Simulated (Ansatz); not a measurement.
Relaxed Nb (bcc, W type):

```
Nb
1.0
   -3.30957     3.30957     3.30957
    1.65478    -1.65478     1.65478
    1.65478     1.65478    -1.65478
Nb
2
Direct
  0.00000   0.00000   0.00000
  0.50000   0.00000   0.00000
```

In this cell atom 2 (Nb, nearest neighbour Nb at 2.866 Å; its periodic images, 2.9 Å or more away, move with it) is moved by s along Cartesian x, unit vector (1.000, 0.000, 0.000); all other atoms and the cell stay fixed.

Computed with PBE (plane waves to 420 eV, PAW, scalar-relativistic; Ansatz, a first-principles code). k mesh 8×16×16 (Γ-centred), Fermi-Dirac smearing 0.05 eV. The energy includes the smearing's −TS. With partly filled bands, energies and forces of such displacements shift with the k mesh and the smearing. On this mesh the relaxed cell isn't quite at rest: it carries a pressure of -0.1 GPa (compression positive) at the zero of the scan. Nb is run without spin polarisation. Nb was relaxed with its symmetry unable to fall. The PAW data are Ansatz's earlier set. The zero of ΔE is the undisplaced structure. The last digit holds for this mesh only.

| s (Å) | ΔE (meV/cell) |
|---|---|
| -0.290 | withheld |
| -0.232 | 120.1 |
| -0.174 | 71.1 |
| -0.116 | 32.9 |
| -0.058 | 8.4 |
| 0.000 | 0.0 |
| 0.058 | 8.4 |
| 0.116 | 32.9 |
| 0.174 | 71.1 |
| 0.232 | 120.1 |
| 0.290 | withheld |

### Question
Fit an even polynomial form (powers 2, 4) to the given rows and predict ΔE at s = -0.290.

### Answer
Least squares on the 9 given rows: ΔE = (2506)·s² + (-5109)·s⁴, in meV/cell with s in Å; root-mean-square residual 0.07 meV/cell. At -0.290 the fit gives 174.6 meV/cell; the calculation gives 177.6 meV/cell, so the extrapolation is off by -3.0 (-1.7 %). The quadratic term alone would give 210.8 meV/cell.

(For displaced atoms, the force is minus the slope of the energy, and its curvature is a force constant, which sets phonon frequencies.)
